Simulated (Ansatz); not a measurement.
# Point defect: Cu vacancy in Cu

Method: DFT PBE, scalar-relativistic, plane waves, PAW in Ansatz. Run with 420 eV cutoff, 6×6×6 k-mesh, Gaussian smearing of 0.10 eV, no spin polarisation.

Host crystal, relaxed:

```
Cu
1.0
     0.00000    1.81490    1.81490
     1.81490    0.00000    1.81490
     1.81490    1.81490    0.00000
Cu
1
Direct
  0.00000 0.00000 0.00000
```

Supercell of 27 atoms, rows in host cell vectors: 3 -3 0; 3 0 -3; 3 0 0. Atoms relax at the host's cell, keeping the symmetry that the supercell leaves at the site. The cell is small, so energies carry finite-size errors of tenths of an eV. The host is a metal.

Defect: Cu vacancy at (0.000, 0.000, 0.000) of the host cell, charge 0.

Q: Give the relaxed supercell.

A:
```
Cu
1.0
    -5.44470    5.44470    0.00000
    -5.44470    0.00000    5.44470
     0.00000    5.44470    5.44470
Cu
26
Direct
  0.33013 0.00000 0.00000
  0.00000 0.33013 0.00000
  0.00000 0.00000 0.33013
  0.66987 0.00000 0.00000
  0.33333 0.33333 0.00001
  0.33333 0.00001 0.33333
  0.00000 0.66987 0.00000
  0.00001 0.33333 0.33333
  0.00000 0.00000 0.66987
  0.66987 0.33013 0.00000
  0.66987 0.00000 0.33013
  0.33013 0.66987 0.00000
  0.33333 0.33333 0.33333
  0.33013 0.00000 0.66987
  0.00000 0.66987 0.33013
  0.00000 0.33013 0.66987
  0.66667 0.66667 0.99999
  0.66740 0.33260 0.33260
  0.66667 0.99999 0.66667
  0.33260 0.66740 0.33260
  0.33260 0.33260 0.66740
  0.99999 0.66667 0.66667
  0.66740 0.66740 0.33260
  0.66740 0.33260 0.66740
  0.33260 0.66740 0.66740
  0.66667 0.66667 0.66667
```
Around the defect: 12 Cu at 2.54 Å. The run ended with a moment of 0.00 μB (no spin polarisation).

Cost: 2 runs of about 8.2 core-minutes in all, on Intel Xeon Processor @ 2.70GHz (shared hosts).